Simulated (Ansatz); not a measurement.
KNiF3:
```cif
data_F6K2Ni2
_chemical_formula_sum 'K2 Ni2 F6'
_space_group_name_H-M_alt 'P 1'
_space_group_IT_number 1
_cell_length_a 5.65073
_cell_length_b 5.65073
_cell_length_c 5.65073
_cell_angle_alpha 60.000
_cell_angle_beta 60.000
_cell_angle_gamma 60.000
loop_
_space_group_symop_operation_xyz
  'x, y, z'
loop_
_atom_site_label
_atom_site_type_symbol
_atom_site_fract_x
_atom_site_fract_y
_atom_site_fract_z
_atom_site_occupancy
K1 K 0.75000 0.75000 0.75000 1
Ni1 Ni 0.00000 0.00000 0.00000 1
F1 F 0.25000 0.25000 0.75000 1
F2 F 0.25000 0.75000 0.75000 1
F3 F 0.25000 0.75000 0.25000 1
K2 K 0.25000 0.25000 0.25000 1
Ni2 Ni 0.50000 0.50000 0.50000 1
F4 F 0.75000 0.75000 0.25000 1
F5 F 0.75000 0.25000 0.25000 1
F6 F 0.75000 0.25000 0.75000 1
```
The run is spin-polarised; directions of the spins, atom by atom: 0 ↑ 0 0 0 0 ↓ 0 0 0.

Relaxed with r²SCAN.

Problem. Tabulate the valence density and the electron localisation function along the shortest Ni–F contact (2.00 Å), r²SCAN in the plane-wave PAW code Ansatz.

Solution. 

| distance from Ni (Å) | density (e/Å³) | ELF |
|---|---|---|
| 0.20 | 41.91 | 0.63 |
| 0.30 | 26.40 | 0.53 |
| 0.40 | 14.27 | 0.42 |
| 0.50 | 6.97 | 0.30 |
| 0.60 | 3.26 | 0.20 |
| 0.70 | 1.55 | 0.13 |
| 0.80 | 0.79 | 0.08 |
| 0.90 | 0.50 | 0.07 |
| 1.00 | 0.46 | 0.10 |
| 1.10 | 0.56 | 0.27 |
| 1.20 | 0.80 | 0.56 |
| 1.30 | 1.26 | 0.74 |
| 1.40 | 2.10 | 0.79 |
| 1.50 | 3.58 | 0.78 |
| 1.60 | 5.77 | 0.74 |
| 1.70 | 8.42 | 0.66 |
| 1.80 | 11.10 | 0.54 |

The density is the valence pseudo-density with augmentation charge, so density and ELF within about 1 Å of a nucleus are not all-electron values.

Space group Pm-3m (cubic perovskite). The workflow started from an entry of the Crystallography Open Database (COD). Its standing as an ambient phase is unchecked. The r²SCAN relaxation kept the symmetry of its start, as lowered by the spin order; whether a distortion lowers the energy is not shown. Spin order of the final state: antiferromagnetic, chosen from 4 collinear starts compared on coarse meshes (ties went to the first, and starts can fall back to one state), not a proven ground state. Other orbital occupations within this spin state were not tried. No Hubbard U is applied.

Potentials: the later of the program's two PAW sets.
